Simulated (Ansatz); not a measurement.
Calculated Ti-47 nuclear quadrupole resonance for TiSi2

Cell: a Materials Project structure (computed, not necessarily an observed phase), taken as it stands.

Space group Cmcm (No. 63); a = 3.5302, b = 13.5186, c = 3.5652 Å.

```
site  Wyckoff  site symmetry       x       y       z
  Ti       4c            m2m  0.5000  0.6031  0.7500
 Si3       4c            m2m  0.5000  0.9417  0.7500
 Si5       4c            m2m  0.5000  0.2503  0.7500
```

One atom of each set is listed; the run and its k-mesh use a cell of 6 atoms with edges of 6.99, 6.99, 3.57 Å.

The numbers come from a DFT calculation in Ansatz (PBE, plane waves and PAW, scalar-relativistic, 420 eV cutoff, Γ-centred 10×10×9 k-points, Fermi–Dirac smearing 0.05 eV).

Ti-47: I = 5/2, Q = 302.0 mb (year-2017 value). Static lattice, zero field.

Q: Predict the zero-field Ti-47 lines of each site.

A: For I = 5/2 and η = 0 the lines are 3|C_Q|/20 and twice that; η pulls their ratio below 2.

```json
{"site": "Ti", "atoms": "2", "V_zz (10²¹ V/m²)": "-0.84", "C_Q (MHz)": "-6.16", "η": "0.19", "line frequencies (MHz)": "0.959, 1.84"}
```

Q: And for ⁴⁹Ti (I = 7/2, Q = 247.0 mb) on Ti?

A: C_Q scales with Q to -5.04 MHz, with lines at 0.402, 0.708, 1.08 MHz.

The run finds no gap above 0.1 eV (a metal, or nearly one), so the gradients can move by 10 % or more with the k-mesh.

Hardware: 1 thread of Arm Neoverse V2 (aarch64; 28 cores open to the job, memory cap 3.0 GiB, no GPU), a shared host with a load of 0.5 a core. Wall time 25 s, CPU time 25 s, peak memory 0.55 GiB.
